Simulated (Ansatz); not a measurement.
An Ansatz (a program for electronic structure) input:

Ansatz 0.2 input:
```yaml
crystal:
  lattice:
    - [4.4473370271, 0.0, 0.0]
    - [0.0, 4.4473370271, 0.0]
    - [0.0, 0.0, 6.2903686667]
  atoms:
    - { symbol: Te, position: [0.5, 0.5, 0.0] }
    - { symbol: Pb, position: [0.0, 0.0, 0.0] }
    - { symbol: Pb, position: [0.5, 0.5, 0.5] }
    - { symbol: S, position: [0.0, 0.0, 0.5] }
kpoints:
  mp_grid: { grid: [6, 6, 4] }
hamiltonian:
  xc: r2scan
  pseudopotentials: { kind: paw }
scf:
  occupations: { method: fixed }
output:
  optics: { e_range: [0.0, 15.0], de: 0.05, sigma: 0.1, bands: { spectra_wanted_up_to: 12 eV } }
```

**Question.** How many symmetry operations and irreducible k-points will the run report?

**Answer.** 16 operations, 30 of 144 k-points.

**Question.** With a cutoff of 500 eV, how many plane waves at Γ?

**Answer.** 3179.

It took about 4 core-minutes (a rough figure) on shared server cores.

Space group P4/mmm. The first step of the workflow began from a Materials Project structure, measured or hypothetical; the Crystallography Open Database copy checked does not list it. With Te and S taken as one species the cell has the higher symmetry Fm-3m, so it may be an ordered model of a mixed-site phase. Its standing as an ambient phase is unchecked. Symmetry was held in the r²SCAN relaxation. At this level the phase is dynamically unstable (imaginary phonons). Spin–orbit coupling is left out wherever it is not named.

Potentials: the later of the program's two PAW sets.

Ansatz is a plane-wave DFT program.
